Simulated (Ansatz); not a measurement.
Question: Name crystals whose computed values (r²SCAN in the plane-wave PAW code Ansatz) fall in these windows: HSE06 gap (eV) 1.9 to 2.4; highest Γ mode, no LO–TO term (cm⁻¹) 250 to 330; ε0 7.6 to 10.

Answer: 

```tsv
crystal	HSE06 gap (eV)	highest Γ mode, no LO–TO term (cm⁻¹)	ε0
CdS, wurtzite	2.19	295	8.92
```
Others may fit too.

The cell was relaxed under the symmetry of its start. Scalar-relativistic: spin–orbit coupling is off unless named, which matters more the heavier the elements.

Potentials: the later of the program's two PAW sets.
